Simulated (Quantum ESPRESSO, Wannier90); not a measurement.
Wannierisation of Ag (bcc (W type), model phase)

```yaml
crystal:
  lattice:
    - [-1.65566, 1.65566, 1.65566]
    - [1.65566, -1.65566, 1.65566]
    - [1.65566, 1.65566, -1.65566]
  atoms:
    - { symbol: Ag, position: [0.00000, 0.00000, 0.00000] }
```

Structure: Materials Project mp-2646971, symmetrised, not relaxed again. This isn't the element's usual structure (fcc); take it as a model of another phase. Computed values, not measurements, from PBEsol: Quantum ESPRESSO (norm-conserving PseudoDojo potentials, cutoff 66 Ry, spinors with spin-orbit coupling) on a Γ-centred 10×10×10 mesh, then Wannier90. Density: 18×18×18 mesh, cold smearing 0.01 Ry.

Base run: 18 functions from bands 9-42 of the 42 computed, start hydrogen-like Ag: s;p;d, centres 0.05 Å off the atoms, frozen window up to 1.50 eV relative to the Fermi level, outer window open. Rows change the key named; with other orbitals the number of functions and the frozen window follow, as listed; window edges are relative to the Fermi level. The misfit compares interpolated bands with pw.x on a high-symmetry path, for states up to 1.0 eV relative to the Fermi level. Converged means that the tolerances were met: symmetric starts can stop on a saddle, which shows as a larger Ω_OD at equal Ω_I and can move the misfit too.

Rows with other orbitals or bands describe another subspace, so their Ω_I can't be set against the base's. Runs that didn't settle are not listed.

```
setting                                                orbitals  bands  functions  frozen to (eV)  Ω_I (Å²)  Ω_D (Å²)  Ω_OD (Å²)  rms misfit (meV)  worst (meV)            ended
-----------------------------------------------------  --------  -----  ---------  --------------  --------  --------  ---------  ----------------  -----------  ---------------
base                                                     Ag spd   9-42         18            1.50     13.45      0.01       3.01               5.6          107        converged
num_iter = 0 (projection only), orbitals on the atoms    Ag spd   9-42         18            1.50     13.45      0.00      10.05               5.1           97  no minimisation
start: the same orbitals exactly on the atoms            Ag spd   9-42         18            1.50     13.45      0.00       8.52               5.1           98        converged
other orbitals: Ag: s;d                                   Ag sd   9-42         12            1.50     13.16      0.87       1.85                35          678        converged
```
